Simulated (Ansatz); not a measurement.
HfBN:
```yaml
crystal:
  lattice:
    - [2.64545, 0.00000, 0.00000]
    - [-1.32272, 2.29103, 0.00000]
    - [0.00000, 0.00000, 7.78052]
  atoms:
    - { symbol: Hf, position: [0.00000, 0.00000, 0.00000] }
    - { symbol: B, position: [0.33333, 0.66667, 0.50000] }
    - { symbol: N, position: [0.66667, 0.33333, 0.50000] }
```

Relaxed with PBE.

### Question
Which orbitals make up the states near the Fermi level in DFT-PBE in the program Ansatz with PAW potentials?

### Answer
Within 0.5 eV of the Fermi level: Hf 5d 77 %, Hf 6s 12 %. Projections are on Löwdin-orthogonalised atomic valence shells; empty p or d shells of many metals are not among them.

### Question
Tabulate the density of states.

### Answer
States/eV per cell of 3 atoms, in 0.25 eV bins, energy from the Fermi level.

```
E (eV)  total  Hf 5d  N 2p  B 2p
------  -----  -----  ----  ----
-7.85    0.50   0.00  0.31  0.10
-7.60    0.52   0.00  0.32  0.10
-7.35    0.53   0.00  0.34  0.11
-7.10    0.56   0.00  0.36  0.13
-6.85    0.60   0.00  0.38  0.14
-6.60    0.85   0.00  0.51  0.25
-6.35    1.02   0.00  0.62  0.32
-6.10    1.22   0.00  0.75  0.39
-5.85    1.29   0.00  0.82  0.42
-5.60    1.22   0.01  0.76  0.37
-5.35    1.15   0.02  0.68  0.32
-5.10    0.89   0.03  0.49  0.24
-4.85    1.17   0.04  0.66  0.30
-4.60    0.79   0.02  0.50  0.23
-4.35    1.11   0.05  0.62  0.25
-4.10    0.77   0.03  0.46  0.18
-3.85    1.02   0.05  0.59  0.21
-3.60    1.31   0.37  0.58  0.19
-3.35    1.05   0.41  0.35  0.10
-3.10    1.48   0.60  0.51  0.12
-2.85    1.91   0.72  0.75  0.14
-2.60    1.20   0.44  0.50  0.07
-2.35    0.97   0.37  0.41  0.04
-2.10    0.70   0.31  0.27  0.01
-1.85    0.38   0.28  0.00  0.00
-1.60    0.92   0.81  0.03  0.00
-1.35    1.25   1.13  0.04  0.00
-1.10    1.44   1.32  0.04  0.00
-0.85    1.85   1.71  0.04  0.00
-0.60    1.65   1.51  0.03  0.00
-0.35    1.36   1.20  0.02  0.01
-0.10    1.77   1.45  0.02  0.02
0.15     1.42   0.99  0.03  0.01
0.40     1.19   0.77  0.04  0.01
0.65     0.87   0.53  0.03  0.01
0.90     1.01   0.68  0.03  0.02
1.15     1.18   0.89  0.02  0.02
1.40     1.09   0.83  0.02  0.03
1.65     1.20   0.89  0.03  0.06
1.90     1.57   0.99  0.06  0.28
2.15     1.74   0.90  0.09  0.54
2.40     1.18   0.71  0.04  0.34
2.65     1.29   0.84  0.04  0.33
2.90     1.48   0.92  0.06  0.35
3.15     1.50   0.94  0.06  0.31
3.40     1.52   0.89  0.08  0.34
3.65     2.24   1.54  0.08  0.37
3.90     1.19   0.79  0.06  0.23
4.15     1.20   0.71  0.09  0.26
4.40     1.32   0.70  0.10  0.27
4.65     1.39   0.68  0.10  0.24
```

Space group P-6m2. The start of the workflow was typed in or built on a structure type; neither database checked (COD, Materials Project) lists it. Its standing as an ambient phase is unchecked. Symmetry was held in the PBE relaxation; its stability against distortions is not shown here. No spin polarisation was allowed. The volume moved by 92 % from the start of the relaxation. Spin–orbit coupling is left out wherever it is not named.

Potentials: the earlier of the program's two PAW sets.
